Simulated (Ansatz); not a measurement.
CuPd in space group Cmmm (No. 65; Cu on 2a, Pd on 2c) under volume change, plane-wave PAW r²SCAN (Ansatz code), shape and atoms relaxed at each volume.

| V (Å³/atom) | E − E(relaxed) (meV/atom) | P (GPa) |
|---|---|---|
| 12.267 | 69.7 | 20.30 |
| 12.671 | 28.9 | 12.23 |
| 13.076 | 6.8 | 5.55 |
| 13.480 | 0.0 | 0.00 |
| 13.884 | 6.0 | -4.59 |
| 14.289 | 22.5 | -8.38 |
| 14.693 | 47.7 | -11.50 |

What does a third-order Birch–Murnaghan fit give for V₀, B₀ and B′?

V₀ = 13.48 Å³/atom, B₀ = 168 GPa, B′ = 5.3.

The workflow started from a Materials Project entry (that database holds measured and hypothetical structures alike); the Crystallography Open Database copy checked does not list it. COD files the formula under space group No. 221. With Cu and Pd taken as one species the cell has the higher symmetry Im-3m, so it may be an ordered model of a mixed-site phase. Its standing as an ambient phase is unchecked. Symmetry was held in the r²SCAN relaxation. At this level the phase is dynamically unstable (imaginary phonons). The run is not spin-polarised.

Potentials: the later of the program's two PAW sets.
